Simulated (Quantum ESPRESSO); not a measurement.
# Kohn-Sham bands of LiBr (rock salt)

```
CELL_PARAMETERS angstrom
      0.00000     2.72269     2.72269
      2.72269     0.00000     2.72269
      2.72269     2.72269     0.00000
ATOMIC_POSITIONS crystal
  Li 0.00000 0.00000 0.00000
  Br 0.50000 0.50000 0.50000
```

Cell from Materials Project (mp-23259), symmetrised, no further relaxation. COD (Crystallography Open Database) has an entry of this formula and space group (matched by these alone). Method: PBEsol plane waves in Quantum ESPRESSO 7.5 (PseudoDojo norm-conserving files, 60 Ry, no spin polarisation, no spin-orbit coupling), Bloch states on a 10×10×10 mesh through Γ, Wannier90 4.0.1. Density: 10×10×10 mesh, cold smearing 0.01 Ry. Spin-orbit coupling, left out, would split the p-like bands by a few tenths of an eV.

Q: List the Kohn-Sham levels between −8 and 7.9 eV relative to the valence-band maximum at the high-symmetry points, as a band run of pw.x on that density gives them (levels within 2 meV counted together).

A: 
| point | k (reciprocal lattice) | levels (eV) |
|---|---|---|
| Γ | 0.000 0.000 0.000 | -0.01 (×3), 4.90 |
| X | 0.500 0.000 0.500 | -3.08, -1.22 (×2), 6.20, 6.90 |
| U | 0.625 0.250 0.625 | -2.66, -1.97, -0.92, 6.55 |
| K | 0.375 0.375 0.750 | -2.66, -1.97, -0.92, 6.55 |
| L | 0.500 0.500 0.500 | -3.06, -0.29 (×2), 5.47 |
| W | 0.500 0.250 0.750 | -2.30 (×2), -1.22 |
